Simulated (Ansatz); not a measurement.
Relaxed-ion elastic tensor of SnSe in space group Pnma (No. 62; Sn on 4c, Se on 4c) in GPa (Voigt order), the program Ansatz at the r²SCAN+D4 level (PAW); density 5.87 g/cm³, 27.97 Å³ per atom.

```tsv
	1	2	3	4	5	6
1	41.1	7.9	11.1	0.0	0.0	0.0
2	7.9	70.0	27.6	0.0	0.0	0.0
3	11.1	27.6	28.8	0.0	0.0	0.0
4	0.0	0.0	0.0	31.0	0.0	0.0
5	0.0	0.0	0.0	0.0	17.3	0.0
6	0.0	0.0	0.0	0.0	0.0	15.0
```

Is the crystal mechanically stable?

Yes: the smallest eigenvalue of C is 13.4 GPa.

Work out the Voigt, Reuss and Hill averages.

K_V = 25.9, K_R = 22.2, K_H = 24.0; G_V = 18.9, G_R = 14.3, G_H = 16.6 GPa.

Give Young's modulus, Poisson's ratio, Pugh's ratio and the universal anisotropy index.

E = 9KG/(3K + G) = 40.5 GPa; ν = 0.22; K/G = 1.45 (brittle by the Pugh limit of 1.75); A_U = 5G_V/G_R + K_V/K_R − 6 = 1.77.

Estimate the sound speeds and the Debye temperature.

v_l = √((K + 4G/3)/ρ) = 2800 m/s, v_t = √(G/ρ) = 1680 m/s, mean 1860 m/s; Θ = (h/k)(3n/4πV)^(1/3) v_m = 182 K.

How much does each axis shrink under pressure?

Linear compressibilities β_i = Σ_j S_ij (j = 1 to 3): x 17, y 2.0, z 26 per TPa.

The cell was relaxed with r²SCAN+D4 under the symmetry of its start. Spin–orbit coupling is left out wherever it is not named.

Potentials: the earlier of the program's two PAW sets. The files were generated under PBE; for other functionals the program regenerates the frozen cores, and for LDA and PBEsol the local potential too.
